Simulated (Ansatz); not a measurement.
ScBeNO:
```cif
data_BeNOSc
_chemical_formula_sum 'Sc1 Be1 O1 N1'
_space_group_name_H-M_alt 'P 1'
_space_group_IT_number 1
_cell_length_a 3.23745
_cell_length_b 3.23745
_cell_length_c 4.73234
_cell_angle_alpha 90.000
_cell_angle_beta 90.000
_cell_angle_gamma 120.000
loop_
_space_group_symop_operation_xyz
  'x, y, z'
loop_
_atom_site_label
_atom_site_type_symbol
_atom_site_fract_x
_atom_site_fract_y
_atom_site_fract_z
_atom_site_occupancy
Sc1 Sc 0.33333 0.66667 0.52122 1
Be1 Be 0.66667 0.33333 0.98874 1
O1 O 0.33333 0.66667 0.08959 1
N1 N 0.66667 0.33333 0.65044 1
```

Relaxed with LDA.

Question: Give the optical modes at the zone centre with their infrared and Raman activity from DFPT, LDA (plane waves, PAW; program Ansatz).

Answer: Transverse frequencies, without the LO–TO term; a row sums one degenerate level.

```tsv
ω (cm⁻¹)	degeneracy	IR ((D/Å)²/amu)	Raman (Å⁴/amu)	activity	symmetry
193i	2	28.76	5.1	IR+Raman	E
253	2	0.00	0.73	Raman	E
438	1	12.49	2.9	IR+Raman	A1
606	1	4.01	210	IR+Raman	A1
684	2	47.66	230	IR+Raman	E
876	1	19.61	7.6	IR+Raman	A1
```

Question: How high does the top mode go among those that the LO–TO term moves?

Answer: 853 cm⁻¹ for q along x, 853 cm⁻¹ for q along y, 1020 cm⁻¹ for q along z.

Space group P3m1. The start of the workflow was typed in or built on a structure type; neither database checked (COD, Materials Project) lists it. Whether it is the stable phase at ambient conditions was not checked. Symmetry was held in the LDA relaxation. At this level the phase is dynamically unstable (imaginary phonons). The run is not spin-polarised. The volume moved by -25 % from the start of the relaxation.

Potentials: the earlier of the program's two PAW sets. The files were generated under PBE; for other functionals the program regenerates the frozen cores, and for LDA and PBEsol the local potential too.
